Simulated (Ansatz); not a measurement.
Al2Au:
```
CELL_PARAMETERS angstrom
     -1.80786     1.80786     3.83280
      1.80786    -1.80786     3.83280
      1.80786     1.80786    -3.83280
ATOMIC_POSITIONS crystal
  Au 0.00000 0.00000 0.00000
  Al 0.33570 0.33570 0.00000
  Al 0.66430 0.66430 0.00000
```

Relaxed with PBEsol. Special points in fractions of this cell's reciprocal vectors: Γ (0.000, 0.000, 0.000); X (0.000, 0.000, 0.500); P (0.250, 0.250, 0.250); N (0.000, 0.500, 0.000); M (0.500, 0.500, -0.500); S (0.306, 0.694, -0.306); S0 (-0.306, 0.306, 0.306); R (-0.111, 0.111, 0.500); G (0.500, 0.500, -0.111).

Question: List the band energies nearest the Fermi level at these points for PBEsol in the plane-wave PAW code Ansatz.

Answer: In eV from the Fermi level; about four levels below and three above (degenerate sets whole), none deeper than 8.9 eV; points with the same levels are listed once.

```
k                          below                above
-  -----------------------------  -------------------
Γ        -5.86 -5.86 -5.22 -0.52       0.90 2.59 2.59
X        -3.34 -3.21 -1.79 -0.57       0.05 4.78 4.87
P        -3.47 -3.44 -3.44 -2.70  0.42 1.51 2.25 2.25
N        -5.85 -5.50 -4.29 -2.94       0.42 3.11 4.21
M  -5.44 -5.44 -5.17 -0.38 -0.38  2.16 4.11 8.47 8.47
S  -5.75 -5.74 -5.49 -4.63 -4.25       1.94 2.43 5.12
R        -4.51 -3.84 -3.77 -2.43       1.15 1.79 5.13
```

Space group I4/mmm (MoSi2 or CaC2 type). The cell is a constructed one: a structure type filled with these elements; neither database checked (COD, Materials Project) lists it. COD files the formula under space group No. 225. Whether it is the stable phase at ambient conditions was not checked. The cell was relaxed with PBEsol under the symmetry of its start; whether a distortion lowers the energy is not shown. Spin–orbit coupling is left out wherever it is not named.

Potentials: the later of the program's two PAW sets.
